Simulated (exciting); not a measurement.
## Fitting the PBEsol energy curve of InBi

```
Bi In
1.0
     0.00000    3.38354    3.38354
     3.38354    0.00000    3.38354
     3.38354    3.38354    0.00000
Bi In
1 1
Direct
  0.75000 0.75000 0.75000
  0.00000 0.00000 0.00000
```

Measurements of this composition are mostly on another form, of space group No. 129.

The cell was scaled at fixed shape and fractions and run with exciting, all-electron LAPW+lo, shipped species files, valence relativity iora*; PBEsol, k mesh 7 × 7 × 7 on the cell of 2 atoms, fermi-dirac occupations of 0.05 eV, no spin polarisation, no spin-orbit coupling. Energies are those that the program minimises, any entropy of the smearing included. For a metal such a mesh isn't converged to the digits shown.

```csv
V (Å³/atom),energy over the lowest row (meV/atom)
36.4117,8.139
37.1864,2.105
37.9612,0.000
38.7359,1.697
39.5106,?
40.2853,13.883
41.0600,23.922
```

Problem. Fit the third-order Birch-Murnaghan form, give V0, B0 and B′, and predict the energy left open.

Solution. With y = (V0/V)^(2/3), E = E0 + (9 V0 B0/16) [(y - 1)³ B′ + (y - 1)² (6 - 4y)]. Least squares through the rows shown give V0 = 37.9926 Å³/atom, E0 = 0.063 meV, B0 = 36.11 GPa (1 eV/Å³ = 160.218 GPa) and B′ = 5.08, with a largest miss of 0.066 meV, so B0 and B′ are loose. At V = 39.5106 the form with these constants gives 6.376 meV; the run gave 6.381 meV an atom.
